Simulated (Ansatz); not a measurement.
The start is a generated trial cell of Rh in the AFLOW prototype A_tI4_139_e (as in Si). The structure is fully relaxed (lattice and positions, P = 0) with r2SCAN (plane waves to 500 eV, PAW, scalar-relativistic; Ansatz, a first-principles code). The first steps use a coarse 15×15×15 k-mesh.

Starting cell:
```
Rh
1.0
   -1.52285     1.52285     2.95764
    1.52285    -1.52285     2.95764
    1.52285     1.52285    -2.95764
Rh
2
Cartesian
  0.00000   0.00000   4.84462
  0.00000   0.00000   1.07067
```

Initial pressure: +79.8 GPa (positive: the cell is compressed)
Largest initial force: 1.24 eV/Å, on Rh1, Rh2 (atoms numbered as listed)
Outcome: The space group stays I4/mmm (No. 139) (the run could not lower it), with 2 atoms in the primitive cell
Energy released: 1.23 eV/atom
Shortest distances (start → end): The closest pairs of elements (up to four, under 3.6 Å), start → end: Rh–Rh 2.14 → 2.41 Å
Band gap at the end: zero (metallic)
Optimiser moves: 27

The end point of the relaxation:

Space group I4/mmm (No. 139); a = b = 2.6690 Å, c = 8.4695 Å, α = β = γ = 90.00°

| atom | site | symmetry | x | y | z |
|---|---|---|---|---|---|
| Rh | 4e | 4mm | 0.0000 | 0.0000 | 0.1421 |
(The calculation used a cell of 2 atoms; values per cell refer to that cell.)

Final values are on a 24×24×24 k-mesh of the relaxed cell. No spin polarisation in the result.

The run could not lose the symmetry of its start, so the end can be a saddle point.

The relaxed structure here is a generated cell of Rh: the first start was made by placing the elements on the sites of a structure type, and the end was not matched to a known phase here, so it may be hypothetical. Known forms of Rh include space group No. 225.
